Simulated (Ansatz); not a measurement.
Ga$_{2}$O$_{3}$:
Space group P-3m1 (No. 164); a = 2.993 Å, b = 2.993 Å, c = 6.970 Å, α = 90.00°, β = 90.00°, γ = 120.00°

```tsv
atom	site	symmetry	x	y	z
Ga	2d	3m.	0.3333	0.6667	0.2002
O	1a	-3m.	0.0000	0.0000	0.0000
O	2d	3m.	0.6667	0.3333	0.3050
```

Relaxed with PBEsol.

Problem. Give the optical modes at the zone centre with their infrared activity from DFPT, PBEsol in the plane-wave PAW code Ansatz.

Solution. Transverse frequencies, without the LO–TO term; a row sums one degenerate level.

```csv
ω (cm⁻¹),degeneracy,IR ((D/Å)²/amu),activity,symmetry
86i,2,25.51,IR,Eu
72,2,0.00,IR-inactive,Eg
205,1,0.00,IR-inactive,A1g
396,1,11.74,IR,A2u
532,1,0.00,IR-inactive,A1g
532,1,0.34,IR,A2u
537,2,34.23,IR,Eu
540,2,0.00,IR-inactive,Eg
```

Problem. How high does the top mode go among those that the LO–TO term moves?

Solution. 699 cm⁻¹ for q along x, 699 cm⁻¹ for q along y, 561 cm⁻¹ for q along z.

A made-up cell: these elements were put on the sites of a structure type; neither database checked (COD, Materials Project) lists it. It is not the phase usual at ambient conditions (space group No. 12, 167). The cell was relaxed with PBEsol under the symmetry of its start. At this level the phase is dynamically unstable (imaginary phonons).

Potentials: the earlier of the program's two PAW sets. The files were generated under PBE; for other functionals the program regenerates the frozen cores, and for LDA and PBEsol the local potential too.
